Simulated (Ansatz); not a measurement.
Data:

TiPd3 (Cu3Au type, space group No. 221), a = 3.867 Å, b = 3.867 Å, c = 3.867 Å, α = 90.00°, β = 90.00°, γ = 90.00°.

This is the PBEsol-relaxed structure.

All from the program Ansatz at the PBEsol level (PAW), unless another level is named. Predict the density of states at the Fermi level.

0.26 states/eV per atom (mean over ±0.08 eV).

Next, the formation energy from the elements (no fitted shifts)?

-0.68 eV/atom.

What about the gap with spin–orbit coupling?

none (metallic).

Space group Pm-3m (Cu3Au type). The workflow started from an entry of the Crystallography Open Database (COD). Its standing as an ambient phase is unchecked. Symmetry was held in the PBEsol relaxation; of distortions, only those at the zone centre were tested. The run is not spin-polarised. The references are the lowest solids computed at this level, not always the standard phases. Scalar-relativistic: spin–orbit coupling is off unless named, which matters more the heavier the elements.

Potentials: the later of the program's two PAW sets.
